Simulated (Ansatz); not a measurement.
## Ionic part of the dielectric constant of MgS at 2 GPa, mode by mode

Method: Ansatz, DFT LDA, scalar-relativistic, plane waves, PAW. Plane waves to 420 eV; Γ-centred k mesh 8×8×8; fixed occupations. No spin polarisation. Phonons by linear response, acoustic sum rule imposed.

It takes space group F-43m (No. 216, cubic). The conventional cell has a = 5.537 Å, b = 5.537 Å, c = 5.537 Å, α = 90.00°, β = 90.00°, γ = 90.00°. Mg (site symmetry -43m) has 4 S at 2.40 Å as nearest neighbours. S (site symmetry -43m) has 4 Mg at 2.40 Å as nearest neighbours.

The primitive cell has V = 42.44 Å³ and ε∞,xx = 4.203. Each polar mode adds Δε = (4.92064×10⁷/V)·S/ν² along x, with S its oscillator strength in e²/amu, ν in cm⁻¹ and V in Å³.

Question: From these modes, find each Δε and ε0,xx.
```tsv
ν (cm⁻¹)	S_xx (e²/amu)
359.8	0.2485
```

Answer:
```csv
ν (cm⁻¹),Δε
359.8,2.23
```

The sum is 2.226, so ε0,xx = 6.43; the run's tensor has 6.43.

Question: Where do the longitudinal modes lie for a wave vector along x?

Answer: At 445 cm⁻¹. The Lyddane–Sachs–Teller product Π(ν_LO/ν_TO)² = 1.53 matches ε0/ε∞ = 1.53.

This zinc-blende form isn't the usual stable structure of the compound at low pressure.